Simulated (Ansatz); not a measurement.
A relaxed cell of YPt₄ is given with its symmetry left out. The cell was found from a structure generator's guess, not taken from experiment.

Method: Ansatz 0.2.0, DFT PBE, scalar-relativistic, plane waves, PAW. Cutoff 420 eV, Γ-centred mesh, Gaussian smearing, no spin polarisation.

```
CELL_PARAMETERS angstrom
2.90430 0.00000 0.00000
-1.45215 2.51519 0.00000
0.00000 0.00000 11.84545
ATOMIC_POSITIONS crystal
Y 0.00000 0.00000 0.50000
Pt 0.33333 0.66667 0.70554
Pt 0.66667 0.33333 0.90385
Pt 0.33333 0.66667 0.09615
Pt 0.66667 0.33333 0.29446
```

Formation energies are uncorrected and refer to the elements' standard structures at the same level.

Question: What space group does it have?

Answer: P-3m1 (No. 164). Conventional cell: a = 2.904 Å, c = 11.845 Å. Y has 6 Y at 2.90 Å and 6 Pt at 2.96 Å; Pt on its first site has 9 Pt at 2.89–2.90 Å and 3 Y at 2.96 Å; Pt on its second site is surrounded by 12 Pt at 2.83–2.90 Å.

Question: How far does it lie from the elements in energy?

Answer: −0.04 eV/atom. A negative formation energy is needed for stability but isn't enough: competing phases decide.

Question: Is it a metal?

Answer: Yes, bands cross the Fermi level on the 12×12×4 mesh.

Question: From what recipe could a structure generator have reached it?

Answer: One such recipe: close-packed layers stacked ABABC, next cell at A (P-3m1, No. 164). Other recipes can lead to the same cell.

The last run used a 12×12×4 mesh (in the run's order of axes) for its 5-atom cell and Gaussian smearing of 0.10 eV. The k mesh leaves some 4 meV/atom of noise in the energy of each metallic cell. Spin–orbit coupling, which can matter for Pt, is left out. The cell is a metal run without spin; a magnetic state may lie lower. A structure relaxed within its symmetry needn't be a true minimum.
